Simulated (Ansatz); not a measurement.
Density of states of a Al$_{12}$Cu$_{3}$Si$_{5}$ cell (elements on a hcp lattice, relaxed), per eV and atom, broadened by Gaussian smearing of width 0.1 eV and averaged over bins of 0.2 eV, from 8 eV under the Fermi level at most up to where the solved bands end.

The calculation used DFT PBEsol, scalar-relativistic, plane waves, PAW (Ansatz).

Settings: cutoff 420 eV, Γ-centred mesh 5×5×5 on the computed 20-atom cell, Gaussian smearing of 0.10 eV; no spin polarisation.

```
CELL_PARAMETERS angstrom
4.19931 -1.78940 -4.32397
4.16472 -3.05832 5.04521
-1.21983 -6.98237 1.03398
ATOMIC_POSITIONS crystal
Al 0.14805 0.41271 0.65047
Al 0.96079 0.19283 0.45532
Al 0.65360 0.88681 0.61570
Al 0.24465 0.50240 0.24487
Al 0.04391 0.30196 0.04562
Al 0.55676 0.79750 0.03865
Al 0.82798 0.61636 0.36663
Al 0.54990 0.30130 0.56439
Al 0.13605 0.90134 0.16538
Al 0.65472 0.37857 0.16881
Al 0.44785 0.19677 0.96382
Al 0.25541 0.99950 0.75882
Si 0.85297 0.08657 0.85194
Si 0.36290 0.60307 0.84152
Si 0.07414 0.80435 0.56860
Si 0.94887 0.70133 0.94683
Si 0.75877 0.48727 0.77174
Cu 0.42630 0.71096 0.42437
Cu 0.73102 0.99913 0.22270
Cu 0.35683 0.10408 0.35644
```

```tsv
E − E_F (eV)	total	Cu 3d	Al 3p	Si 3p	Al 3s
-7.95	0.261	0.004	0.100	0.053	0.056
-7.75	0.196	0.004	0.078	0.039	0.046
-7.55	0.208	0.005	0.082	0.040	0.046
-7.35	0.216	0.006	0.085	0.041	0.046
-7.15	0.236	0.007	0.091	0.046	0.049
-6.95	0.274	0.010	0.106	0.059	0.058
-6.75	0.339	0.015	0.124	0.075	0.071
-6.55	0.263	0.014	0.099	0.057	0.057
-6.35	0.286	0.018	0.111	0.058	0.060
-6.15	0.253	0.020	0.100	0.049	0.052
-5.95	0.259	0.026	0.099	0.054	0.052
-5.75	0.286	0.034	0.109	0.056	0.055
-5.55	0.318	0.050	0.111	0.060	0.059
-5.35	0.433	0.079	0.145	0.090	0.072
-5.15	0.410	0.089	0.135	0.088	0.059
-4.95	0.450	0.123	0.143	0.089	0.057
-4.75	0.507	0.190	0.142	0.085	0.054
-4.55	0.632	0.305	0.156	0.087	0.050
-4.35	0.722	0.443	0.138	0.073	0.039
-4.15	0.988	0.684	0.150	0.081	0.038
-3.95	1.010	0.727	0.140	0.078	0.032
-3.75	1.196	0.911	0.145	0.076	0.031
-3.55	1.336	1.055	0.139	0.070	0.035
-3.35	1.172	0.895	0.129	0.068	0.040
-3.15	0.723	0.439	0.131	0.072	0.041
-2.95	0.601	0.278	0.145	0.087	0.044
-2.75	0.500	0.179	0.145	0.085	0.049
-2.55	0.541	0.147	0.173	0.101	0.068
-2.35	0.463	0.108	0.154	0.083	0.065
-2.15	0.317	0.064	0.114	0.055	0.046
-1.95	0.309	0.053	0.115	0.056	0.047
-1.75	0.337	0.045	0.130	0.072	0.050
-1.55	0.369	0.041	0.148	0.073	0.059
-1.35	0.409	0.039	0.161	0.087	0.068
-1.15	0.417	0.036	0.157	0.089	0.074
-0.95	0.401	0.029	0.150	0.088	0.072
-0.75	0.332	0.021	0.133	0.071	0.055
-0.55	0.353	0.022	0.144	0.072	0.063
-0.35	0.319	0.017	0.128	0.070	0.054
-0.15	0.433	0.020	0.171	0.090	0.077
0.05	0.403	0.018	0.155	0.081	0.076
0.25	0.330	0.014	0.130	0.062	0.064
0.45	0.376	0.014	0.151	0.070	0.073
0.65	0.369	0.013	0.150	0.071	0.073
0.85	0.439	0.013	0.174	0.092	0.080
1.05	0.407	0.012	0.159	0.081	0.079
```

The columns after the total are the largest Löwdin projections on the valence shells of the potentials, so they needn't add up, and the weight of a shell that a potential lacks goes to other orbitals. The cell has no gap on the mesh.

Cost: 2 runs of about 3.1 core-minutes in all (earlier runs that led there not counted), on Intel Xeon 6975P-C (Granite Rapids) (shared hosts).